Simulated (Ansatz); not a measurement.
Relaxed CsPbCl3 (cubic perovskite):

```xyz
5
Lattice="5.7357 0.0000 0.0000 0.0000 5.7357 0.0000 0.0000 0.0000 5.7357" Properties=species:S:1:pos:R:3 pbc="T T T"
Cs     0.0000     0.0000     0.0000
Pb     2.8678     2.8678     2.8678
Cl     0.0000     2.8678     2.8678
Cl     2.8678     2.8678     0.0000
Cl     2.8678     0.0000     2.8678
```

In this cell atom 4 (Cl, nearest neighbour Pb at 2.868 Å; its periodic images, 5.7 Å or more away, move with it) is moved by u·(1.000, 0.000, 0.000) + v·(0.000, 1.000, 0.000); the rest is frozen.

Computed with PBE (plane waves to 420 eV, PAW, scalar-relativistic; Ansatz, an electronic-structure program). k mesh 5×5×5 (Γ-centred), Fermi-Dirac smearing 0.05 eV. Energies are smeared free energies. CsPbCl3 was relaxed with its symmetry unable to fall. Spin-orbit coupling is left out, though Pb is heavy. The PAW data are Ansatz's earlier set. This is a high-temperature form of CsPbCl3.

Changes of ΔE (eV/cell) from the point u = 0.000 Å, v = 0.000 Å when one coordinate moves alone (two changes are said to add if the coupling is within 5 % of the smaller one, nearly so within 20 %):

| point | change |
|---|---|
| u = 0.000 Å, v = -0.950 Å | 0.1996 |
| u = 0.000 Å, v = -0.633 Å | 0.0642 |
| u = 0.000 Å, v = -0.317 Å | 0.0119 |
| u = -0.950 Å, v = 0.000 Å | 0.1996 |
| u = -0.633 Å, v = 0.000 Å | 0.0642 |
| u = -0.317 Å, v = 0.000 Å | 0.0119 |
| u = 0.317 Å, v = 0.000 Å | 0.0119 |
| u = 0.633 Å, v = 0.000 Å | 0.0642 |
| u = 0.950 Å, v = 0.000 Å | 0.1996 |
| u = 0.000 Å, v = 0.317 Å | 0.0119 |
| u = 0.000 Å, v = 0.633 Å | 0.0642 |
| u = 0.000 Å, v = 0.950 Å | 0.1996 |

Question: Do the two effects add at u = -0.317 Å, v = -0.950 Å? Give the computed change.

Answer: The sum of the single changes is 0.0119 + (0.1996) = 0.2115; the calculation gives 0.2622, so the coupling contributes 0.0507 (over 20 % of the smaller single change, not additive).

Question: Do the two effects add at u = 0.950 Å, v = 0.633 Å? Give the computed change.

Answer: The sum of the single changes is 0.1996 + (0.0642) = 0.2638; the calculation gives 0.4891, so the coupling contributes 0.2253 (over 20 % of the smaller single change, not additive).

Question: What is the change at u = 0.950 Å, v = 0.950 Å, where both move, and how far is it from the sum?

Answer: The sum of the single changes is 0.1996 + (0.1996) = 0.3992; the calculation gives 0.9884, so the coupling contributes 0.5892 (over 20 % of the smaller single change, not additive).

(For displaced atoms, the force is minus the slope of the energy, and its curvature is a force constant, which sets phonon frequencies.)
